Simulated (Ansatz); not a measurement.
The elements of this relaxed trial crystal are hidden behind letters.

```
lattice vectors (Å)
   0.0000    4.3784    4.3784
   4.3784    0.0000    4.3784
   4.3784    4.3784    0.0000
fractional positions
X 0.0000 0.0000 0.0000
Z 0.7500 0.7500 0.7500
Z 0.3747 0.3747 0.8758
Z 0.3747 0.8758 0.3747
Z 0.3747 0.3747 0.3747
Z 0.8758 0.3747 0.3747
```

The calculation used DFT PBE, scalar-relativistic, plane waves, PAW (Ansatz 0.2.0). Settings of the last relaxation (6-atom cell): 420 eV, 8×8×8 k points, Gaussian smearing of 0.10 eV, no spin polarisation.

| Property | Result |
| --- | --- |
| Space group | F-43m (No. 216) |
| Conventional cell | a = 8.757 Å |
| Volume per atom | 27.98 Å³ |
| Density | 6.15 g/cm³ |
| Energy over the elements | +0.46 eV/atom |
| Gap on the 8×8×8 mesh of the 6-atom cell | 0 eV (a metal) |

Energies are uncorrected and count from the elements' standard states at the same level.

Q: X is a p-block element of period 3 and Z is a p-block element of period 5. Which elements are they?

A: X = Si, Z = Sn, so the formula is SiSn5. Density times volume gives a mean mass of 6.15 × 27.98/1.6605 = 103.6 u per atom, and this set has 103.6 u. Si is surrounded by 16 Sn at 3.63–3.79 Å (long contacts); Sn on a site of symmetry -43m has 12 Sn at 3.63 Å and 4 Si at 3.79 Å; around Sn on a site of symmetry 3m lie 6 Sn at 3.09–3.10 Å, 3 Si at 3.63 Å and 3 Sn at 3.63 Å. Other sets within the hints have nearly the same mass, so mass alone doesn't settle it; this one was computed.

Symmetry constrained the relaxation, so the result can be a saddle point. Another cell of SiSn5 relaxed alike, in P-6m2, lies 236 meV/atom lower, so this cell isn't the stable form at this level.
